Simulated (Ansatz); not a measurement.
## P4/mmm: 4 crystals compared

All 4 crystals share space group P4/mmm (No. 123) and the same kinds of sites, 2 atoms in the primitive cell. They are database entries and needn't be the stable phases. The set is a selection: crystals with an unstable lattice, a very soft shear in a metal or doubtful stress slopes were left out. Cells are relaxed by PAW under the functional.

Quantity: elastic moduli (Hill averages, relaxed ions; θ_D from sound speeds over directions). Level: r²SCAN, PAW on Ansatz 0.2.0's default frozen-core files (fitted under PBE), scalar-relativistic.

| crystal | cell (conventional) | k mesh | smearing (eV) | B (GPa) | G (GPa) | C11 (GPa) | C33 (GPa) | C44 (GPa) | ν | θ_D (K) |
| --- | --- | --- | --- | --- | --- | --- | --- | --- | --- | --- |
| CdPd | a = 3.043, c = 3.653 Å | 16×16×14 | 0.10 | 127 | 40.2 | 171 | 150 | 68.8 | 0.357 | 251 |
| ZnPt | a = 2.853, c = 3.478 Å | 14×14×12 | 0.10 | 196 | 71.5 | 330 | 234 | 85.0 | 0.338 | 296 |
| CdPt | a = 2.977, c = 3.840 Å | 16×16×12 | 0.08 | 158 | 54.7 | 237 | 207 | 69.8 | 0.345 | 247 |
| NbRu | a = 3.052, c = 3.389 Å | 14×14×14 | 0.10 | ? | ? | ? | ? | ? | ? | ? |

Problem. What did the calculation give for NbRu?

Solution. B = 248 GPa, G = 60.0 GPa, C11 = 347 GPa, C33 = 341 GPa, C44 = 51.6 GPa, ν = 0.388, θ_D = 325 K.

Known limits: frozen-core PAW files fitted under PBE, their cores solved anew for the functional of the run; responses of metals move with mesh and smearing; the softest shear constant rests on one k mesh, and a soft shear can herald a distortion on cooling; elastic stability says nothing of phonons or of other phases; no spin-orbit coupling on heavy atoms (ZnPt, CdPt).
